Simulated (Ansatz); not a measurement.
Here is the system:

Relaxed Al₂O₃ (corundum):

```xyz
10
Lattice="2.4044 1.3882 4.3746 -2.4044 1.3882 4.3746 0.0000 -2.7764 4.3746" Properties=species:S:1:pos:R:3 pbc="T T T"
Al     0.0000     0.0000     4.6216
Al     0.0000     0.0000     1.9404
Al     0.0000     0.0000     8.5023
Al     0.0000     0.0000    11.1835
O     -0.9321     1.3882     7.6556
O     -0.7362    -1.5013     7.6556
O      1.6682     0.1131     7.6556
O      0.9321    -1.3882     5.4683
O      0.7362     1.5013     5.4683
O     -1.6682    -0.1131     5.4683
```

The atoms are displaced by Q × the pattern below (from a DFPT mode at Γ, largest move 1; Q in Å), at fixed cell. It is one choice among 2 degenerate patterns.

```json
[
 {"atom": "Al1", "x": "-0.150", "y": "0.496", "z": "0.000"},
 {"atom": "Al2", "x": "0.150", "y": "0.496", "z": "0.000"},
 {"atom": "Al3", "x": "-0.150", "y": "0.496", "z": "0.000"},
 {"atom": "Al4", "x": "0.150", "y": "0.496", "z": "0.000"},
 {"atom": "O5", "x": "0.000", "y": "-0.350", "z": "0.937"},
 {"atom": "O6", "x": "0.179", "y": "-0.661", "z": "-0.468"},
 {"atom": "O7", "x": "-0.179", "y": "-0.661", "z": "-0.468"},
 {"atom": "O8", "x": "0.000", "y": "-0.350", "z": "0.937"},
 {"atom": "O9", "x": "0.179", "y": "-0.661", "z": "-0.468"},
 {"atom": "O10", "x": "-0.179", "y": "-0.661", "z": "-0.468"}
]
```

Computed with PBE (plane waves to 420 eV, PAW, scalar-relativistic; Ansatz, a program for electronic structure). k mesh 8×8×8 (Γ-centred), Fermi-Dirac smearing 0.05 eV. E stands for the smeared free energy. Al2O3 was relaxed with its symmetry unable to fall. ΔE is measured from the undisplaced structure.

The scan covers Q from -0.100 to 0.100 Å in 13 points.

### Question
Which space group does the distorted structure have?

### Answer
Cc (No. 9), lowered from R-3c.

### Question
Is the energy the same for equal positive and negative displacements?

### Answer
Even: the same for both signs.

### Question
Is this a single well or a double well?

### Answer
A single well with its minimum at or next to zero displacement.

### Question
What is the energy change at Q = 0.100 Å?

### Answer
567 meV/cell.

### Question
What harmonic wavenumber does the curvature at Q = 0 give?

### Answer
537 cm⁻¹.

(A displaced cell: forces are minus the slopes of the energy, force constants its curvatures, and phonons follow from these.)
